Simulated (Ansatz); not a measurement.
# WC (Fm-3m), stationary points along a deformation path

The calculation used DFT PBEsol, scalar-relativistic, plane waves, PAW (Ansatz). Cutoff 420 eV, Γ-centred 20×20×20 k-points, Gaussian smearing of 0.15 eV. Spin–orbit coupling is left out, which can shift energies with elements as heavy as these. No spin polarisation. Energies are free energies at this smearing, counted from the undisturbed cell; pressure is positive in compression.

Zero of the scan (as given, not relaxed at this level; it stands at -10.1 GPa; this rock-salt form isn't the usual structure):

```xyz
2
Lattice="0.0000 2.1927 2.1927 2.1927 0.0000 2.1927 2.1927 2.1927 0.0000" Properties=species:S:1:pos:R:3 pbc="T T T"
W     0.0000    0.0000    0.0000
C     2.1927    2.1927    2.1927
```

At fixed volume and fractional coordinates, lengths along (0.000, 0.000, 1.000) are scaled against those across it; ρ is that ratio over its starting value. V = 10.542 Å³/atom. Δσ is the stress along the axis less the mean stress across it (compression positive).

```
    ρ  ΔE (meV/atom)  Δσ (GPa) space group
0.707         2206.3    330.63       I4/mmm
0.780         1023.2    216.09       I4/mmm
0.850          391.9    121.63       I4/mmm
1.000            0.0      0.00        Fm-3m
1.200          311.4    -71.62       I4/mmm
1.414         1029.6   -129.91       I4/mmm
```

Q: How does the stress give the slope of the energy, and where is the energy stationary?

A: Along the path d ln(length) is 2/3 d ln ρ on the axis and −1/3 d ln ρ across it, so dE/d ln ρ = −(2/3) V Δσ: the energy falls with ρ where Δσ is positive. Δσ vanishes or changes sign at ρ = 1.000 (Fm-3m), a minimum at 0.0 meV/atom. Pairs of stationary points between two samples would go unseen, and could change a minimum read from distant neighbours into a maximum. At ρ = 1.000 the cell is cubic, where symmetry alone makes the stress isotropic and the slope zero.

In a metal these slopes depend on the k mesh and the smearing.